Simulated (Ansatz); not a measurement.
Starting cell, Sn (beta-Sn type, space group I4_1/amd):

```xyz
2
Lattice="-2.9165 2.9165 1.5792 2.9165 -2.9165 1.5792 2.9165 2.9165 -1.5792" Properties=species:S:1:pos:R:3 pbc="T T T"
Sn     0.0000     2.9165     0.7896
Sn     0.0000     0.0000     0.0000
```

In this cell atom 2 (Sn, nearest neighbour Sn at 3.022 Å; its periodic images, 3.2 Å or more away, move with it) is moved by s towards the nearest neighbour, unit vector (0.000, -0.965, 0.261); all other atoms and the cell stay fixed.

The numbers are results of PBEsol (plane waves to 420 eV, PAW, scalar-relativistic; Ansatz, a quantum-chemistry and plane-wave program), not measurements. k mesh 13×13×13 (Γ-centred), Fermi-Dirac smearing 0.05 eV. E stands for the smeared free energy. With partly filled bands, energies and forces of such displacements shift with the k mesh and the smearing. F∥ is the force on the atom along that direction. Sn was relaxed with its symmetry unable to fall. The zero of ΔE is the undisplaced structure.

Problem. Estimate the ΔE (meV/cell) and F∥ (eV/Å) for s (Å) = -0.910, -0.728, -0.546, -0.364, -0.182, 0.364, 0.728, 0.910.

Solution. 
```
s (Å)   ΔE (meV/cell)  F∥ (eV/Å)
------  -------------  ---------
-0.910           2190      6.886
-0.728           1193      4.240
-0.546            587      2.542
-0.364            236      1.386
-0.182             58      0.628
0.364             314     -2.067
0.728            2012     -8.396
0.910            4125    -15.536
```

(For displaced atoms, the force is minus the slope of the energy, and its curvature is a force constant, which sets phonon frequencies.)
